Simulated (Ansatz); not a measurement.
RuW:
Space group P-6m2 (No. 187); a = 2.757 Å, b = 2.757 Å, c = 4.417 Å, α = 90.00°, β = 90.00°, γ = 120.00°

```
atom  site  symmetry       x       y       z
----  ----  --------  ------  ------  ------
Ru      1b      -6m2  0.0000  0.0000  0.5000
W       1e      -6m2  0.6667  0.3333  0.0000
```

Relaxed at zero pressure with PBEsol in the plane-wave PAW code Ansatz.

**Question.** The volume is lowered by 3 % and shape and atoms relax at that volume. What pressure results, and how do the axes share the change?

**Answer.** 10.6 GPa; a -1.0 %, b -1.0 %, c -1.0 %; the energy rises by 14 meV/atom.

**Question.** Give the new structure.

**Answer.** 
Space group P-6m2 (No. 187); a = 2.7283 Å, b = 2.7283 Å, c = 4.3740 Å, α = 90.00°, β = 90.00°, γ = 120.00°

```json
[
 {"atom": "Ru", "site": "1b", "symmetry": "-6m2", "x": "0.0000", "y": "0.0000", "z": "0.5000"},
 {"atom": "W", "site": "1e", "symmetry": "-6m2", "x": "0.6667", "y": "0.3333", "z": "0.0000"}
]
```

The phase is kept; no other phase was compared at this pressure.

The first step of the workflow began from a Materials Project structure, measured or hypothetical; the Crystallography Open Database copy checked does not list it. With Ru and W taken as one species the cell has the higher symmetry P6_3/mmc, so it may be an ordered model of a mixed-site phase. Whether it is the stable phase at ambient conditions was not checked. The cell was relaxed with PBEsol under the symmetry of its start; whether a distortion lowers the energy is not shown. The run is not spin-polarised. Axis ratios of metals converge slowly with the k-mesh, so a and c are less sure than the volume. Spin–orbit coupling is left out wherever it is not named.

Potentials: the later of the program's two PAW sets.
